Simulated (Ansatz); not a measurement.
The relaxed structure here is a generated cell of NbP: the first start was made by placing the elements on the sites of a structure type, and the end was not matched to a known phase here, so it may be hypothetical.

A relaxed structure of NbP. Space group R3m (No. 160), AFLOW prototype AB_hR6_160_b_b (B13, as in NiS). Level of theory: PBEsol (plane waves to 420 eV, PAW, scalar-relativistic; Ansatz, a quantum-chemistry and plane-wave program).

```cif
data_Nb3P3
_chemical_formula_sum 'P3 Nb3'
_space_group_name_H-M_alt 'P 1'
_space_group_IT_number 1
_cell_length_a 6.14206
_cell_length_b 6.14206
_cell_length_c 6.14206
_cell_angle_alpha 116.819
_cell_angle_beta 116.819
_cell_angle_gamma 116.819
loop_
_space_group_symop_operation_xyz
  'x, y, z'
loop_
_atom_site_label
_atom_site_type_symbol
_atom_site_fract_x
_atom_site_fract_y
_atom_site_fract_z
_atom_site_occupancy
P1 P 0.30177 0.00205 0.00205 1
P2 P 0.00205 0.30177 0.00205 1
P3 P 0.00205 0.00205 0.30177 1
Nb1 Nb 0.39612 0.70561 0.70561 1
Nb2 Nb 0.70561 0.39612 0.70561 1
Nb3 Nb 0.70561 0.70561 0.39612 1
```

| Quantity | Result |
|---|---|
| Volume per atom | 17.51 Å³ |
| Band gap | no gap (metallic) |
| Shortest distances | Nb–P 2.42 Å; P–P 3.14 Å; Nb–Nb 3.24 Å |
| k-mesh | 15×15×15 |

Band energies at high-symmetry points (eV from the Fermi level; labels of this space group; no spin-orbit coupling), from −5 eV up to 0.9 eV:

```json
[
 {"point": "Γ", "energies": "-4.93 -3.51 -3.19 -3.19 -2.69 -2.34 -2.34 -1.95 0.09 0.09 0.18 0.56"},
 {"point": "L", "energies": "-4.88 -4.45 -4.41 -3.53 -3.14 -2.53 -1.81 -1.22 -0.64 -0.49"},
 {"point": "T", "energies": "-4.09 -3.73 -3.73 -3.61 -3.23 -3.23 -0.77 -0.26 -0.26 0.56 0.56 0.77"},
 {"point": "P0", "energies": "-4.99 -4.99 -4.81 -4.39 -3.41 -3.41 -1.98 -1.98 -1.13 -0.70 -0.70"},
 {"point": "P2", "energies": "-4.99 -4.99 -4.81 -4.39 -3.41 -3.41 -1.98 -1.98 -1.13 -0.70 -0.70"},
 {"point": "F", "energies": "-4.75 -3.25 -2.95 -2.64 -2.50 -2.20 -1.81 -1.80 -1.17 -0.51 0.27 0.58"}
]
```

No spin polarisation in the result.

The run could not lose the symmetry of its start, so the end can be a saddle point.
